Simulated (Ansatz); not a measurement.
AlSiMo6 in space group Pm-3 (No. 200; Al on 1b, Si on 1a, Mo on 6f), the program Ansatz at the r²SCAN level (PAW), all energies at zero smearing, with the estimated change up to a 700 eV cutoff added, with one set of potentials and settings (totals compare only within such a set). Cell of 8 atoms (1 Al, 1 Si, 6 Mo): -30987.470 eV.

```json
[
 {"element": "Al", "reference phase": "Fm-3m, 1 atoms in the cell", "E (eV/atom)": "-540.4083"},
 {"element": "Si", "reference phase": "Fd-3m, 2 atoms in the cell", "E (eV/atom)": "-639.0667"},
 {"element": "Mo", "reference phase": "Im-3m, 1 atoms in the cell", "E (eV/atom)": "-4967.5975"}
]
```

Formation energy per atom, worked out: (-30987.470 − 1×(-540.4083) − 1×(-639.0667) − 6×(-4967.5975))/8 = -0.301 eV/atom (-29 kJ per mol of atoms), at 0 K, without zero-point energy or fitted corrections.

The first step of the workflow began from a Materials Project structure, measured or hypothetical; the Crystallography Open Database copy checked does not list it. With Al and Si taken as one species the cell has the higher symmetry Pm-3n, so it may be an ordered model of a mixed-site phase. Whether it is the stable phase at ambient conditions was not checked. Symmetry was held in the r²SCAN relaxation; whether a distortion lowers the energy is not shown. The run is not spin-polarised. The references are the lowest solids computed at this level, not always the standard phases.

Potentials: the later of the program's two PAW sets.
